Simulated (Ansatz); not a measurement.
Phonons of YS (CsCl-type structure)

Level of theory: DFT, PBEsol, scalar-relativistic, no spin polarisation; plane waves to 420 eV with PAW datasets (Ansatz 0.2.0), Gaussian smearing of 0.15 eV; PAW files: Ansatz's generated set soft_2.

```
Y S
1.0
     3.35876    0.00000    0.00000
     0.00000    3.35876    0.00000
     0.00000    0.00000    3.35876
Y S
1 1
Direct
  0.00000 0.00000 0.00000
  0.50000 0.50000 0.50000
```

This is a trial structure; measured cells of the compound in the Crystallography Open Database are in space group Fm-3m (rock salt).

Force constants come from finite displacements in a 2×2×2 supercell (the unit cell's 10×10×10 k-mesh, folded to it); the long-range dipole term is not included. Points in reciprocal vectors of this cell: Γ = (0.000, 0.000, 0.000), X = (0.000, 0.500, 0.000), M = (0.500, 0.500, 0.000), R = (0.500, 0.500, 0.500).

Q: Is the structure dynamically stable along this path, and where does the spectrum end?

A: Yes: no branch is imaginary beyond numerical noise. The highest frequency is 265 cm⁻¹, at X. Points that don't fit the supercell are interpolated.

Frequencies at the named points (cm⁻¹, imaginary ones negative):
```
point                 ω (cm⁻¹)
    Γ        0 0 0 193 193 193
    X    99 99 180 180 223 265
    M  115 160 183 183 230 230
    R  195 195 195 248 248 248
```

Q: What does the harmonic approximation give for the vibrational free energy, entropy and heat capacity?

A: Zero-point energy 33.5 meV/atom.
```tsv
T (K)	F_vib (meV/atom)	S (J/K per mole of atoms)	C_V (J/K per mole of atoms)
100	30.8	8.4	14.7
200	15.1	21.3	21.6
300	-12.0	30.4	23.4
400	-47.2	37.3	24.0
500	-88.7	42.7	24.4
600	-135.3	47.1	24.5
700	-186.2	50.9	24.6
800	-240.7	54.2	24.7
900	-298.4	57.1	24.8
1000	-358.9	59.7	24.8
```

The highest mode, 265 cm⁻¹, is worth 380 K. At 300 K the heat capacity has reached 94 % of the classical limit 3R = 24.9 J/K per mole of atoms: a mode at k_BT already holds 92 % of its classical share, and one at 1.5 k_BT 83 %.

The crystal is a metal or nearly so; low and unstable modes depend on mesh and smearing.

Run time: 26 s on 4 threads of Arm Neoverse V2 (shared host), peak memory 1.1 GiB.
